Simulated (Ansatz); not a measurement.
SrTiO3:
```
SrTiO3
1.0
   -2.71555     2.71555     3.87115
    2.71555    -2.71555     3.87115
    2.71555     2.71555    -3.87115
Sr Ti O
2 2 6
Direct
  0.75000   0.25000   0.50000
  0.25000   0.75000   0.50000
  0.00000   0.00000   0.00000
  0.50000   0.50000   0.00000
  0.77742   0.27742   0.05483
  0.22258   0.72258   0.94517
  0.27742   0.22258   0.50000
  0.72258   0.77742   0.50000
  0.75000   0.75000   0.00000
  0.25000   0.25000   0.00000
```

Relaxed with LDA. Special points in fractions of this cell's reciprocal vectors: Γ (0.000, 0.000, 0.000); X (0.000, 0.000, 0.500); P (0.250, 0.250, 0.250); N (0.000, 0.500, 0.000); M (0.500, 0.500, -0.500); S (0.373, 0.627, -0.373); S0 (-0.373, 0.373, 0.373); R (-0.246, 0.246, 0.500); G (0.500, 0.500, -0.246).

### Question
List the band energies nearest the valence-band maximum at these points for the program Ansatz at the LDA level (PAW).

### Answer
In eV from the valence-band maximum; about four levels below and three above (degenerate sets whole), none deeper than 8.9 eV; points with the same levels are listed once.

```json
[
 {"k": "Γ", "below": "-0.23 -0.23 -0.23 -0.20 -0.02 -0.02", "above": "2.00 2.00 2.02"},
 {"k": "X", "below": "-1.38 -0.64 -0.63 -0.04", "above": "2.13 3.94 3.96"},
 {"k": "P", "below": "-1.22 -1.22 -0.61 -0.61", "above": "3.16 3.16 3.97 3.97"},
 {"k": "N", "below": "-0.73 -0.73 -0.59 -0.59", "above": "3.55 3.55 3.59 3.59"},
 {"k": "M", "below": "-1.46 -1.46 -0.56 -0.56 -0.06", "above": "2.19 3.88 3.88"},
 {"k": "S", "below": "-1.33 -1.21 -0.86 -0.24", "above": "2.79 3.68 3.75"},
 {"k": "R", "below": "-1.23 -1.20 -0.58 -0.56", "above": "3.13 3.23 3.93"}
]
```

Space group I4/mcm. The workflow started from a Materials Project entry (that database holds measured and hypothetical structures alike); the Crystallography Open Database files this formula in space group No. 140, but the cells were not matched. It is not the phase usual at ambient conditions (space group No. 221). The LDA relaxation kept the symmetry of its start; whether a distortion lowers the energy is not shown. The run is not spin-polarised. Spin–orbit coupling is left out wherever it is not named.

Potentials: the later of the program's two PAW sets.
